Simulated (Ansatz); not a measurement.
TiO₂ (rutile)

```xyz
6
Lattice="4.5916 0.0000 0.0000 0.0000 4.5916 0.0000 0.0000 0.0000 2.9391" Properties=species:S:1:pos:R:3 pbc="T T T"
Ti     0.0000     0.0000     0.0000
Ti     2.2958     2.2958     1.4696
O      1.3978     1.3978     0.0000
O      3.6936     0.8980     1.4696
O      0.8980     3.6936     1.4696
O      3.1938     3.1938     0.0000
```

The slice is a (-1 1 0) plane (indices of the conventional cell) through the point (0.500, 0.500, 0.500) (fractional), spanned by u = [001] and v = [110] in vectors of this cell: u (2.94 Å) and v (6.49 Å, at 90° to u). It covers one period; positions are fractions (u, v).

All values below come from PBEsol (plane waves to 420 eV, PAW, scalar-relativistic; Ansatz, an electronic-structure program). k mesh 7×7×11. Inside the PAW spheres the values are not all-electron values, and peaks at nuclei hang on which shells count as valence. The PAW data are Ansatz's earlier set. TiO2 is run without spin polarisation. TiO2 was relaxed with its symmetry unable to fall.

Problem. What is the valence density on the shortest Ti–O line in this plane (1.94 Å), at its midpoint?

Solution. 0.76 e/Å³.

Problem. What is the ELF at the midpoint of the shortest Ti–O line in this plane (1.94 Å)?

Solution. 0.2.

Problem. Predict the map of the valence electron density on the slice.

Solution. 
| v \ u | 0.00 | 0.15 | 0.31 | 0.46 | 0.62 | 0.77 | 0.92 |
|---|---|---|---|---|---|---|---|
| 0.86 | -0.4 | -0.3 | 0.2 | 0.7 | 0.5 | -0.1 | -0.4 |
| 0.71 | -1.1 | -0.8 | -0.1 | 0.3 | 0.1 | -0.5 | -1.0 |
| 0.57 | -0.7 | -0.7 | 0.2 | 0.8 | 0.6 | -0.4 | -0.7 |
| 0.43 | -0.7 | -0.7 | 0.2 | 0.8 | 0.6 | -0.4 | -0.7 |
| 0.29 | -1.1 | -0.8 | -0.1 | 0.3 | 0.1 | -0.5 | -1.0 |
| 0.14 | -0.4 | -0.3 | 0.2 | 0.7 | 0.5 | -0.1 | -0.4 |
| 0.00 | 1.1 | 0.8 | -0.3 | -0.6 | -0.6 | 0.3 | 1.0 |

Values: log₁₀ of the valence density in e/Å³. The scale is logarithmic, as a density can span decades between atoms and voids.
